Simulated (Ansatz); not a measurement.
Input:

BeS:
```cif
data_Be3S3
_chemical_formula_sum 'Be3 S3'
_space_group_name_H-M_alt 'P 1'
_space_group_IT_number 1
_cell_length_a 3.45196
_cell_length_b 3.45196
_cell_length_c 7.81125
_cell_angle_alpha 90.000
_cell_angle_beta 90.000
_cell_angle_gamma 120.000
loop_
_space_group_symop_operation_xyz
  'x, y, z'
loop_
_atom_site_label
_atom_site_type_symbol
_atom_site_fract_x
_atom_site_fract_y
_atom_site_fract_z
_atom_site_occupancy
Be1 Be 0.00000 0.50000 0.33333 1
Be2 Be 0.50000 0.50000 0.66667 1
Be3 Be 0.50000 0.00000 0.00000 1
S1 S 0.00000 0.50000 0.83333 1
S2 S 0.50000 0.50000 0.16667 1
S3 S 0.50000 0.00000 0.50000 1
```

This is the PBE-relaxed structure.

**Question.** All from plane-wave PAW PBE (Ansatz code), unless another level is named. Give the formation energy from the elements (no fitted shifts).

**Answer.** -0.75 eV/atom.

**Question.** Give the electron effective mass.

**Answer.** 0.28, 0.56, 0.61 mₑ (principal values).

**Question.** And the conduction-band minimum?

**Answer.** on the M–K line, 8 % of the way from M (6 equivalent valleys).

**Question.** Predict the valence-band maximum.

**Answer.** on the K–Γ line, 94 % of the way from K.

**Question.** Next, the weight of the valence-edge state by species (Voronoi cells)?

**Answer.** S 77 %, Be 23 %.

**Question.** Next, the weight of the conduction-edge state by species (Voronoi cells)?

**Answer.** Be 58 %, S 42 %.

Space group P6_422. The start of the workflow was typed in or built on a structure type; neither database checked (COD, Materials Project) lists it. COD files the formula under space group No. 216, so this cell is another polymorph or a model. Its standing as an ambient phase is unchecked. The cell was relaxed with PBE under the symmetry of its start; its stability against distortions is not shown here. The references are the lowest solids computed at this level, not always the standard phases.

Potentials: the later of the program's two PAW sets.

Edges and masses are those of Kohn–Sham bands, whose gap is no quasiparticle gap.
